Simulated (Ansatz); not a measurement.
LaTiO$_{3}$ (cubic perovskite)

```yaml
crystal:
  lattice:
    - [3.90567, 0.00000, 0.00000]
    - [0.00000, 3.90567, 0.00000]
    - [0.00000, 0.00000, 3.90567]
  atoms:
    - { symbol: La, position: [0.00000, 0.00000, 0.00000] }
    - { symbol: Ti, position: [0.50000, 0.50000, 0.50000] }
    - { symbol: O, position: [0.00000, 0.50000, 0.50000] }
    - { symbol: O, position: [0.50000, 0.00000, 0.50000] }
    - { symbol: O, position: [0.50000, 0.50000, 0.00000] }
```

The volume is varied about the relaxed value V₀ at fixed cell shape. Symmetry pins the atoms to their sites.

These are PBEsol (plane waves to 420 eV, PAW, scalar-relativistic; Ansatz, a quantum-chemistry and plane-wave program) values and carry that method's errors. k mesh 12×12×12 (Γ-centred), Fermi-Dirac smearing 0.05 eV. The energy includes the smearing's −TS. LaTiO3 is run without spin polarisation and with no Hubbard U. LaTiO3 was relaxed with its symmetry unable to fall. This is one of several known forms of LaTiO3; the measured ambient cells at hand have space group No. 62. The zero of ΔE is the relaxed starting cell.

**Question.** Predict the ΔE (kJ/mol of atoms) at V/V₀ = 0.840, 0.920, 1.040, 1.080, 1.160.

**Answer.** 
```
V/V₀   ΔE (kJ/mol of atoms)
-----  --------------------
0.840                  25.2
0.920                   5.4
1.040                   1.1
1.080                   4.0
1.160                  14.1
```

(Under strain, the slope of the energy per volume gives the stress and its curvature an elastic modulus.)
